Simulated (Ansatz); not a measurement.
SnGe:
```yaml
crystal:
  lattice:
    - [4.32196, 0.00000, 0.00000]
    - [-2.16098, 3.74293, 0.00000]
    - [0.00000, 0.00000, 7.11441]
  atoms:
    - { symbol: Sn, position: [0.66667, 0.33333, 0.99976] }
    - { symbol: Sn, position: [0.33333, 0.66667, 0.49976] }
    - { symbol: Ge, position: [0.66667, 0.33333, 0.62544] }
    - { symbol: Ge, position: [0.33333, 0.66667, 0.12544] }
```

Relaxed with HSE06. Special points in fractions of this cell's reciprocal vectors: Γ (0.000, 0.000, 0.000); M (0.500, 0.000, 0.000); K (0.333, 0.333, 0.000); A (0.000, 0.000, 0.500); L (0.500, 0.000, 0.500); H (0.333, 0.333, 0.500).

List the band energies nearest the Fermi level at these points for HSE06 in the plane-wave PAW code Ansatz.

In eV from the Fermi level; about four levels below and three above (degenerate sets whole), none deeper than 8.9 eV; points with the same levels are listed once.

```tsv
k	below	above
Γ	-1.53 -1.53 -0.23 -0.17	0.00 0.00 0.13
M	-4.45 -3.06 -2.69 -1.50	0.93 1.81 3.65
K	-4.80 -3.37 -3.37 -3.11	1.88 4.55 4.55
A	-0.92 -0.92 -0.92 -0.92	0.84 0.84 3.63 3.63 3.63 3.63
L	-2.52 -2.52 -2.42 -2.42	0.82 0.82 2.46 2.46
H	-4.12 -4.12 -2.04 -2.04	1.53 1.53 4.28 4.28
```

Space group P6_3mc (wurtzite). The cell is a constructed one: a structure type filled with these elements; neither database checked (COD, Materials Project) lists it. Whether it is the stable phase at ambient conditions was not checked. Symmetry was held in the HSE06 relaxation; its stability against distortions is not shown here. The hybrid run found no gap, on a coarse k-mesh. Scalar-relativistic: spin–orbit coupling is off unless named, which matters more the heavier the elements.

Potentials: the later of the program's two PAW sets.
